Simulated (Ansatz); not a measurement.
**TiTl₂I₆O₁₈ at a changed volume — quadrupolar parameters**

The cell is a refined structure from the COD, relaxed with PBE at fixed cell and then changed (volume scaled by 0.99).

Space group R-3:H (No. 148); a = 11.3785, c = 11.3572 Å, γ = 120.00°.

| site | Wyckoff | site symmetry | x | y | z |
| --- | --- | --- | --- | --- | --- |
| Ti | 3b | -3. | 0.0000 | 0.0000 | 0.5000 |
| Tl | 6c | 3. | 0.0000 | 0.0000 | 0.8310 |
| I | 18f | 1 | 0.3153 | 0.0498 | 0.3896 |
| O10 | 18f | 1 | 0.1542 | 0.0583 | 0.3941 |
| O16 | 18f | 1 | 0.3770 | 0.1379 | 0.5307 |
| O22 | 18f | 1 | 0.3986 | 0.1911 | 0.2873 |

One atom of each set is listed; the run and its k-mesh use a cell of 27 atoms with edges of 7.58, 7.58, 7.58 Å.

The numbers come from a DFT calculation in Ansatz (PBE, plane waves and PAW, scalar-relativistic, 420 eV cutoff, Γ-centred 3×3×3 k-points, Fermi–Dirac smearing 0.02 eV).

V_zz is the principal component of the electric field gradient with the largest magnitude, η = (V_xx − V_yy)/V_zz and C_Q = eQV_zz/h.

⁴⁹Ti: I = 7/2, Q = 247.0 mb; 127I: I = 5/2, Q = -688.2 mb; O-17: I = 5/2, Q = -25.58 mb. Q values from Pyykkö, Mol. Phys. 116, 1328 (2018).

```json
{"site": "Ti", "atoms": "1", "first shell": "6 O at 1.95 Å", "V_zz (10²¹ V/m²)": "-0.85", "η": "0.00", "C_Q (MHz)": "-5.05"}
{"site": "Tl", "atoms": "2", "first shell": "9 O at 2.93–2.99 Å", "V_zz (10²¹ V/m²)": "3.19", "η": "0.00", "C_Q (MHz)": "–"}
{"site": "I", "atoms": "6", "first shell": "3 O at 1.82–1.89 Å", "V_zz (10²¹ V/m²)": "-51.7", "η": "0.33", "C_Q (MHz)": "860"}
{"site": "O10", "atoms": "6", "first shell": "1 I at 1.89 Å, 1 Ti at 1.95 Å, angle 137°; also 1 Tl at 2.98 Å", "V_zz (10²¹ V/m²)": "12.29", "η": "0.10", "C_Q (MHz)": "-7.60"}
{"site": "O16", "atoms": "6", "first shell": "1 I at 1.83 Å; also 1 I at 2.66 Å, 1 Tl at 2.93 Å", "V_zz (10²¹ V/m²)": "13.41", "η": "0.13", "C_Q (MHz)": "-8.29"}
{"site": "O22", "atoms": "6", "first shell": "1 I at 1.82 Å; also 1 I at 2.48 Å, 1 Tl at 2.99 Å", "V_zz (10²¹ V/m²)": "15.22", "η": "0.19", "C_Q (MHz)": "-9.41"}
```

An axis of threefold or higher order runs through Ti and Tl, so V_zz lies along it and η is zero. At O16 and O22 V_zz points along its bond to I (within 6°) in each case. At I V_zz stands upright on the plane through its three neighbours (within 10°).

Tl has no stable isotope with a ground-state quadrupole moment in the table, so no C_Q is given.

Spin–orbit coupling is left out, which shifts gradients on Tl by a few per cent, and by more where contributions nearly cancel. The atoms aren't relaxed in the changed cell (largest force 0.3 eV/Å).
